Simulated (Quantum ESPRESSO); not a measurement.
## Al3MgP3S (finding a planted mistake in a log)

A calculation, not a measurement. The program is pw.x of Quantum ESPRESSO 7.5 (plane-wave density functional theory). The cell is made up: 8 atoms on a zincblende/diamond lattice, with randomly drawn elements, strain and displacements, not relaxed. PseudoDojo standard norm-conserving files (v0.5 for PBE, v0.4.1 for LDA and PBEsol) set the functional; there is no spin polarisation, spin-orbit coupling or dispersion term, and the masses in the input are unused placeholders.

Intended input:

```
&control calculation='scf', pseudo_dir='./dojo.nc.sr.pbe.v0_5.standard.upf', outdir='./o', disk_io='medium', tprnfor=.true., tstress=.true. /
&system ibrav=0, nat=8, ntyp=4, nbnd=26, ecutwfc=84.00895049, nosym=.true., tot_charge=0,
 occupations='smearing', smearing='fd', degauss=0.0018374661
/
&electrons conv_thr=7.350e-09, electron_maxstep=60, /
ATOMIC_SPECIES
Al 1.0 Al.upf
Mg 1.0 Mg.upf
P 1.0 P.upf
S 1.0 S.upf
CELL_PARAMETERS angstrom
5.429 0.0376 -0.0601
0.0376 5.4553 -0.0033
-0.0601 -0.0033 5.4471
ATOMIC_POSITIONS angstrom
Al 0.1188 -0.0584 0.0072
Mg 0.0192 2.6488 2.7303
Al 2.7975 0.024 2.7239
Al 2.7432 2.7946 -0.074
P 1.3543 1.3787 1.2773
S 1.309 4.1238 4.04
P 3.9996 1.5247 3.961
P 3.978 4.088 1.3503
K_POINTS automatic
4 4 4 1 1 1
```

The log is shortened where brackets say so; the opening notice, blank lines, dates and the lines on written files are dropped, and the path of the files is cut. It prints rydbergs, bohrs and kilobars, and counts compression as positive stress. Where no state is partly filled, the Fermi energy that it prints is only some level between the filled and the empty states on the mesh, and need not lie in the true gap.

Log of the intended run:

```
     Program PWSCF v.7.5
     Parallel version (MPI & OpenMP), running on       1 processor cores
     Number of MPI processes:                 1
     Threads/MPI process:                     1
     [start-up lines left out]
     bravais-lattice index     =            0
     lattice parameter (alat)  =      10.2602  a.u.
     unit-cell volume          =    1088.4952 (a.u.)^3
     number of atoms/cell      =            8
     number of atomic types    =            4
     number of electrons       =        40.00
     number of Kohn-Sham states=           26
     kinetic-energy cutoff     =      84.0090  Ry
     charge density cutoff     =     336.0358  Ry
     scf convergence threshold =      7.3E-09
     mixing beta               =       0.7000
     number of iterations used =            8  plain     mixing
     Exchange-correlation= PBE
                           (   1   4   3   4   0   0   0)
     [axes and pseudopotential details left out]
   Cartesian axes
     site n.     atom                  positions (alat units)
         1        Al     tau(   1) = (   0.0218806  -0.0107561   0.0013261  )
         2        Mg     tau(   2) = (   0.0035363   0.4878567   0.5028674  )
         3        Al     tau(   3) = (   0.5152443   0.0044203   0.5016887  )
         4        Al     tau(   4) = (   0.5052434   0.5147102  -0.0136293  )
         5        P      tau(   5) = (   0.2494354   0.2539294   0.2352535  )
         6        S      tau(   6) = (   0.2410920   0.7595226   0.7440883  )
         7        P      tau(   7) = (   0.7366475   0.2808197   0.7295381  )
         8        P      tau(   8) = (   0.7326692   0.7529290   0.2486986  )
     number of k points=    32  Fermi-Dirac smearing, width (Ry)=  0.0018
                       cart. coord. in units 2pi/alat
        k(    1) = (   0.1255500   0.1236189   0.1260554), wk =   0.0625000
        k(    2) = (   0.1283080   0.1237506   0.3752764), wk =   0.0625000
     [further k points left out]
     Dense  grid:   113175 G-vectors     FFT dimensions: (  60,  64,  64)
     Estimated max dynamical RAM per process >     137.38 MB
     Initial potential from superposition of free atoms
     starting charge      39.9914, renormalised to      40.0000
     Starting wfcs are   33 randomized atomic wfcs
     total cpu time spent up to now is        9.9 secs
     per-process dynamical memory:   103.8 Mb
     Self-consistent Calculation
     iteration #  1     ecut=    84.01 Ry     beta= 0.70
     Davidson diagonalization with overlap
     ethr =  1.00E-02,  avg # of iterations =  4.0
     total cpu time spent up to now is       33.5 secs
     total energy              =    -196.44933681 Ry
     estimated scf accuracy    <       0.48413570 Ry
     iteration #  2     ecut=    84.01 Ry     beta= 0.70
     Davidson diagonalization with overlap
     ethr =  1.21E-03,  avg # of iterations =  2.5
     total cpu time spent up to now is       54.8 secs
     total energy              =    -196.57439800 Ry
     estimated scf accuracy    <       0.11627627 Ry
     [iterations 3 to 8 left out]
     iteration #  9     ecut=    84.01 Ry     beta= 0.70
     Davidson diagonalization with overlap
     ethr =  6.36E-10,  avg # of iterations =  2.0
     total cpu time spent up to now is      220.3 secs
     total energy              =    -196.59949390 Ry
     estimated scf accuracy    <       0.00000001 Ry
     iteration # 10     ecut=    84.01 Ry     beta= 0.70
     Davidson diagonalization with overlap
     ethr =  3.60E-11,  avg # of iterations =  3.0
     total cpu time spent up to now is      243.0 secs
     End of self-consistent calculation
     [lines on levels left out]
     the Fermi energy is     6.3425 ev
!    total energy              =    -196.59949391 Ry
     estimated scf accuracy    <          3.3E-09 Ry
     smearing contrib. (-TS)   =      -0.00000000 Ry
     internal energy E=F+TS    =    -196.59949391 Ry
     The total energy is F=E-TS. E is the sum of the following terms:
     one-electron contribution =    -107.55531828 Ry
     hartree contribution      =      64.89342218 Ry
     xc contribution           =     -41.24660451 Ry
     ewald contribution        =    -112.69099330 Ry
     convergence has been achieved in  10 iterations
     Forces acting on atoms (cartesian axes, Ry/au):
     atom    1 type  1   force =    -0.08061292    0.03212461    0.01731551
     atom    2 type  2   force =     0.00777375    0.02135922   -0.03599188
     atom    3 type  1   force =    -0.03535890    0.03464280   -0.02399565
     atom    4 type  1   force =    -0.00997866   -0.03132129    0.02298827
     atom    5 type  3   force =     0.04690158   -0.02275148   -0.00867309
     atom    6 type  4   force =     0.03585364    0.01668749   -0.00078841
     atom    7 type  3   force =    -0.00794518   -0.07345500    0.06919823
     atom    8 type  3   force =     0.04336669    0.02271366   -0.04005299
     Total force =     0.181336     Total SCF correction =     0.000046
     Computing stress (Cartesian axis) and pressure
          total   stress  (Ry/bohr**3)                   (kbar)     P=       59.47
   0.00042473   0.00000053  -0.00004972           62.48        0.08       -7.31
   0.00000053   0.00037602   0.00023034            0.08       55.31       33.88
  -0.00004972   0.00023034   0.00041208           -7.31       33.88       60.62
     init_run     :      8.75s CPU      9.78s WALL (       1 calls)
     electrons    :    217.99s CPU    233.08s WALL (       1 calls)
     forces       :      3.85s CPU      3.91s WALL (       1 calls)
     stress       :     13.82s CPU     13.90s WALL (       1 calls)
     [timing details left out]
     PWSCF        :   4m 4.56s CPU   4m21.01s WALL
     JOB DONE.
```

A second run was made from an input with one planted mistake. Its log:

```
     Program PWSCF v.7.5
     Parallel version (MPI & OpenMP), running on       1 processor cores
     Number of MPI processes:                 1
     Threads/MPI process:                     1
     [start-up lines left out]
     bravais-lattice index     =            0
     lattice parameter (alat)  =      10.2602  a.u.
     unit-cell volume          =    1088.4952 (a.u.)^3
     number of atoms/cell      =            8
     number of atomic types    =            4
     number of electrons       =        40.00
     number of Kohn-Sham states=           26
     kinetic-energy cutoff     =      84.0090  Ry
     charge density cutoff     =     336.0358  Ry
     scf convergence threshold =      7.3E-09
     mixing beta               =       0.7000
     number of iterations used =            8  plain     mixing
     Exchange-correlation= PBESOL
                           (   1   4  10   8   0   0   0)
     [axes and pseudopotential details left out]
   Cartesian axes
     site n.     atom                  positions (alat units)
         1        Al     tau(   1) = (   0.0218806  -0.0107561   0.0013261  )
         2        Mg     tau(   2) = (   0.0035363   0.4878567   0.5028674  )
         3        Al     tau(   3) = (   0.5152443   0.0044203   0.5016887  )
         4        Al     tau(   4) = (   0.5052434   0.5147102  -0.0136293  )
         5        P      tau(   5) = (   0.2494354   0.2539294   0.2352535  )
         6        S      tau(   6) = (   0.2410920   0.7595226   0.7440883  )
         7        P      tau(   7) = (   0.7366475   0.2808197   0.7295381  )
         8        P      tau(   8) = (   0.7326692   0.7529290   0.2486986  )
     number of k points=    32  Fermi-Dirac smearing, width (Ry)=  0.0018
                       cart. coord. in units 2pi/alat
        k(    1) = (   0.1255500   0.1236189   0.1260554), wk =   0.0625000
        k(    2) = (   0.1283080   0.1237506   0.3752764), wk =   0.0625000
     [further k points left out]
     Dense  grid:   113175 G-vectors     FFT dimensions: (  60,  64,  64)
     Estimated max dynamical RAM per process >     137.38 MB
     Initial potential from superposition of free atoms
     starting charge      39.9918, renormalised to      40.0000
     Starting wfcs are   33 randomized atomic wfcs
     total cpu time spent up to now is       10.8 secs
     per-process dynamical memory:   103.8 Mb
     Self-consistent Calculation
     iteration #  1     ecut=    84.01 Ry     beta= 0.70
     Davidson diagonalization with overlap
     ethr =  1.00E-02,  avg # of iterations =  4.0
     total cpu time spent up to now is       40.7 secs
     total energy              =    -196.27428926 Ry
     estimated scf accuracy    <       0.45822939 Ry
     iteration #  2     ecut=    84.01 Ry     beta= 0.70
     Davidson diagonalization with overlap
     ethr =  1.15E-03,  avg # of iterations =  2.7
     total cpu time spent up to now is       62.8 secs
     total energy              =    -196.39238001 Ry
     estimated scf accuracy    <       0.11984376 Ry
     [iterations 3 to 8 left out]
     iteration #  9     ecut=    84.01 Ry     beta= 0.70
     Davidson diagonalization with overlap
     ethr =  5.30E-10,  avg # of iterations =  2.0
     total cpu time spent up to now is      243.5 secs
     total energy              =    -196.41858190 Ry
     estimated scf accuracy    <       0.00000001 Ry
     iteration # 10     ecut=    84.01 Ry     beta= 0.70
     Davidson diagonalization with overlap
     ethr =  3.35E-11,  avg # of iterations =  2.9
     total cpu time spent up to now is      265.4 secs
     End of self-consistent calculation
     [lines on levels left out]
     the Fermi energy is     6.2148 ev
!    total energy              =    -196.41858190 Ry
     estimated scf accuracy    <          2.0E-09 Ry
     smearing contrib. (-TS)   =      -0.00000000 Ry
     internal energy E=F+TS    =    -196.41858190 Ry
     The total energy is F=E-TS. E is the sum of the following terms:
     one-electron contribution =    -107.57973584 Ry
     hartree contribution      =      64.68469330 Ry
     xc contribution           =     -40.83254607 Ry
     ewald contribution        =    -112.69099330 Ry
     convergence has been achieved in  10 iterations
     Forces acting on atoms (cartesian axes, Ry/au):
     atom    1 type  1   force =    -0.07929766    0.03120149    0.01670200
     atom    2 type  2   force =     0.00814857    0.02133026   -0.03511524
     atom    3 type  1   force =    -0.03542135    0.03372567   -0.02307316
     atom    4 type  1   force =    -0.01035218   -0.03045625    0.02224885
     atom    5 type  3   force =     0.04673185   -0.02242276   -0.00869145
     atom    6 type  4   force =     0.03571177    0.01639299   -0.00088360
     atom    7 type  3   force =    -0.00790519   -0.07184208    0.06805761
     atom    8 type  3   force =     0.04238419    0.02207068   -0.03924502
     Total force =     0.178145     Total SCF correction =     0.000044
     Computing stress (Cartesian axis) and pressure
          total   stress  (Ry/bohr**3)                   (kbar)     P=       41.00
   0.00029861   0.00000112  -0.00005036           43.93        0.17       -7.41
   0.00000112   0.00025083   0.00022953            0.17       36.90       33.76
  -0.00005036   0.00022953   0.00028664           -7.41       33.76       42.17
     init_run     :      8.92s CPU     10.68s WALL (       1 calls)
     electrons    :    235.10s CPU    254.85s WALL (       1 calls)
     forces       :      4.78s CPU      4.85s WALL (       1 calls)
     stress       :     17.31s CPU     17.44s WALL (       1 calls)
     [timing details left out]
     PWSCF        :   4m26.32s CPU   4m48.50s WALL
     JOB DONE.
```

Question: what was wrong in the second input?

Answer: the files are those of another functional. The input lines that differ, file-writing options aside:

```
- &control calculation='scf', pseudo_dir='./dojo.nc.sr.pbe.v0_5.standard.upf', outdir='./o', disk_io='medium', tprnfor=.true., tstress=.true. /
+ &control calculation='scf', pseudo_dir='./dojo.nc.sr.pbesol.v0_4_1.standard.upf', outdir='./o', disk_io='medium', tprnfor=.true., tstress=.true. /
```

|  | intended run | run with the mistake |
| --- | --- | --- |
| free energy (eV) | -2674.872 | -2672.411 |
| smearing term -TS (eV) | 0.0000 | 0.0000 |
| pressure (GPa) | 5.95 | 4.10 |
| largest force component (eV/Å) | 2.073 | 2.039 |
| largest change of a force component (eV/Å) |  | 0.041 |
| iterations | 10 | 10 |

For scale, a rerun of the intended cell at 1437 eV and a 6 x 6 x 6 mesh moved values by no more than 0.005 eV in energy, 0.02 GPa in stress and 0.007 eV/Å in force. Files of another functional have another zero of energy, so the energy change says nothing on stability.